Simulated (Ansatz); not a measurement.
**Mo: energy along a strain**

Mo, Im-3m, a = 3.142 Å (as given, not relaxed at this level: -3.2 GPa). Ansatz: PBEsol, PAW, 420 eV, Γ-centred 22×22×22 mesh on 1 atom, Gaussian smearing 0.15 eV; no spin polarisation. Cell vectors (Å): -1.571 1.571 1.571; 1.571 -1.571 1.571; 1.571 1.571 -1.571. The cell is strained by x per cent times the pattern (0 0 1 0 0 0) in the order xx yy zz yz xz xy (engineering shears), with fractional coordinates held. y is the free energy over the start, V0 = 15.509 Å³/atom. Points with a strain past 8.5 % were computed too (3) and aren't used here.

| x (%) | y (meV/atom) |
| --- | --- |
| -7.50 | ? |
| -5.00 | 47.82 |
| -2.50 | 7.19 |
| 0.00 | 0.00 |
| 2.50 | 21.32 |
| 5.00 | 66.80 |
| 7.50 | 132.32 |

**Question.** Fit y = c1 x + c2 x² + c3 x³ to the other rows, get the stiffness along the pattern, and predict the missing energy.

**Answer.** Least squares on the rows shown. y = 3.0877 x + 2.2931 x² − 0.047068 x³. The clamped-ion stiffness p·C·p = 2 × 22.93 eV × 160.2 / 15.509 Å³ = 474 GPa, which is C33 in these axes (C11 of the cubic crystal) (second derivative at the start, which stands under stress). At x = -7.50 the fit asked for gives 125.69 meV/atom. The run gave 126.58 meV/atom, so the fit is 0.89 meV/atom too low, 0.67 % of the span of the series, against an rms of 0.08 meV/atom on the fitted rows. The row lies outside the fitted range. With a term in x⁴ added, a fit to the same known rows predicts 127.15 meV/atom, a smaller miss on the other side.